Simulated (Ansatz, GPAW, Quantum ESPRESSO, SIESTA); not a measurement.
Ti: programs and potentials compared

```xyz
5
Lattice="2.9500 0.0000 0.0000 -1.4750 2.5548 0.0000 0.0000 0.0000 24.3720" Properties=species:S:1:pos:R:3 pbc="T T T"
Ti    0.0000    1.7032    7.5000
Ti    1.4750    0.8516    9.8430
Ti    0.0000    1.7032   12.1860
Ti    1.4750    0.8516   14.5290
Ti    0.0000    1.7032   16.8720
```

Alike in all runs: functional PBE; k mesh 10 × 10 × 1; occupations fermi-dirac, width 0.05 eV; no spin polarisation; no spin-orbit coupling.

| program and potentials | plane-wave cutoff (eV) | notes | largest force (eV/Å) |
| --- | --- | --- | --- |
| Ansatz, Ansatz PAW | 420 | - | 0.630 |
| SIESTA, files PseudoDojo sr-pbe-0.4.1-standard, DZP (energy shift 0.003 Ry; two zetas on semicore shells) | - | atomic basis | 0.629 |
| Quantum ESPRESSO, PseudoDojo 0.4.1 SR PBE standard | 1143 | - | 0.628 |
| GPAW, GPAW PAW data sets (gpaw-data 1.2.1) | 450 | - | 0.624 |

Force on atom 1 (Ti), eV/Å:

```tsv
program and potentials	x	y	z
Ansatz, Ansatz PAW	0.000	0.000	0.630
SIESTA, files PseudoDojo sr-pbe-0.4.1-standard, DZP (energy shift 0.003 Ry; two zetas on semicore shells)	0.000	0.000	0.612
Quantum ESPRESSO, PseudoDojo 0.4.1 SR PBE standard	0.000	0.000	0.626
GPAW, GPAW PAW data sets (gpaw-data 1.2.1)	0.000	0.000	0.609
```

The atoms of the given cell lie far from their minimum at this level. Rows in atomic bases carry the error of their basis and grid, which can be large.

Differences between rows come from potentials, basis sets and numerical settings, since the functional is the same but for its coding. Runs on potential files found faulty are left out.
